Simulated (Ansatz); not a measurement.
GaSb (zinc blende), conventional cell a = 6.111 Å, b = 6.111 Å, c = 6.111 Å, α = 90.00°, β = 90.00°, γ = 90.00°. The calculation uses the primitive cell of 2 atoms, to which meshes and values per cell refer.

This relaxed cell (volume V₀) is scaled evenly in all directions, its shape held. Symmetry pins the atoms to their sites.

Computed with PBEsol (plane waves to 420 eV, PAW, scalar-relativistic; Ansatz, a quantum-chemistry and plane-wave program). k mesh 14×14×14 (Γ-centred), Fermi-Dirac smearing 0.05 eV. The energy includes the smearing's −TS. At this level the bands of GaSb touch or barely overlap; measurements give the solid a gap. GaSb was relaxed with its symmetry unable to fall. Spin-orbit coupling is left out, though Sb is heavy. The zero of ΔE is the relaxed starting cell.

**Question.** Predict the ΔE (meV/atom) at V/V₀ = 0.940, 0.955, 0.970, 0.985, 1.015, 1.030, 1.045, 1.060.

**Answer.** 
```json
[
 {"V/V₀": "0.940", "ΔE (meV/atom)": "19"},
 {"V/V₀": "0.955", "ΔE (meV/atom)": "10"},
 {"V/V₀": "0.970", "ΔE (meV/atom)": "4"},
 {"V/V₀": "0.985", "ΔE (meV/atom)": "1"},
 {"V/V₀": "1.015", "ΔE (meV/atom)": "1"},
 {"V/V₀": "1.030", "ΔE (meV/atom)": "4"},
 {"V/V₀": "1.045", "ΔE (meV/atom)": "9"},
 {"V/V₀": "1.060", "ΔE (meV/atom)": "15"}
]
```

(Under strain, the slope of the energy per volume gives the stress and its curvature an elastic modulus.)
